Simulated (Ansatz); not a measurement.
# MnS: from a first guess to the relaxed rocksalt type

First guess:

```
CELL_PARAMETERS angstrom
0.00000 2.25226 2.25226
2.25226 0.00000 2.25226
2.25226 2.25226 0.00000
ATOMIC_POSITIONS crystal
Mn 0.00000 0.00000 0.00000
S 0.50000 0.50000 0.50000
```

Computed with DFT, PBE, PAW with Ansatz's default frozen-core files, scalar-relativistic (Ansatz 0.2.0).

Cell and atoms relax within the symmetry of the start on a 16×16×16 k mesh with 0.08 eV Fermi–Dirac smearing, from parallel moments.

The start is built from a prototype, known or not as a phase of this compound; the cutoff is 420 eV.

The magnetic state is the one reached from parallel moments; other orders may lie lower.

Task: What is the pressure of the first guess?

Result: 41.5 GPa.

Task: What does it relax to?

Result: a = 5.102 Å, b = 5.102 Å, c = 5.102 Å, α = 90.00°, β = 90.00°, γ = 90.00° (conventional cell), 16.60 Å³ per atom:
Space group Fm-3m (No. 225). a = 5.102 Å, b = 5.102 Å, c = 5.102 Å, α = 90.00°, β = 90.00°, γ = 90.00°
```tsv
atom	site	symmetry	x	y	z
Mn	4a	m-3m	0.0000	0.0000	0.0000
S	4b	m-3m	0.5000	0.0000	0.0000
```

Task: How much energy does the relaxation release?

Result: 470 meV/atom.

Task: What moment does the relaxed primitive cell (2 atoms) carry?

Result: 4.51 μB.
